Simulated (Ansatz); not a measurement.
The elements of this relaxed trial crystal are hidden behind letters.

```
lattice vectors (Å)
  -3.7054    3.7054    1.8244
   3.7054   -3.7054    1.8244
   3.7054    3.7054   -1.8244
fractional positions
X 0.0000 0.0000 0.0000
Z 0.6446 0.1980 0.8426
Z 0.3554 0.8020 0.1574
Z 0.1980 0.3554 0.5534
Z 0.8020 0.6446 0.4466
```

Computed with DFT PBE, scalar-relativistic, plane waves, PAW in Ansatz. Settings of the last relaxation (5-atom cell): 420 eV, 12×12×12 k points, Gaussian smearing of 0.10 eV, no spin polarisation.

```
Space group                                 : I4/m (No. 87)
Conventional cell                           : a = 7.411 Å, c = 3.649 Å
Volume per atom                             : 20.04 Å³
Density                                     : 5.71 g/cm³
Energy over the elements                    : −0.33 eV/atom
Gap on the 12×12×12 mesh of the 5-atom cell : 0 eV (a metal)
```

Energies are uncorrected and count from the elements' standard states at the same level.

**Question.** X is a d-block element of period 4 and Z is a p-block element of period 4. Which elements are they?

**Answer.** X = Sc, Z = As, so the formula is ScAs4. Density times volume gives a mean mass of 5.71 × 20.04/1.6605 = 68.9 u per atom, and this set has 68.9 u. Around Sc lie 12 As at 3.01–3.08 Å and 2 Sc at 3.65 Å; around As lie 2 As at 2.52 Å and 3 Sc at 3.01–3.08 Å. Other sets within the hints have nearly the same mass, so mass alone doesn't settle it; this one was computed.

Symmetry constrained the relaxation, so the result can be a saddle point.
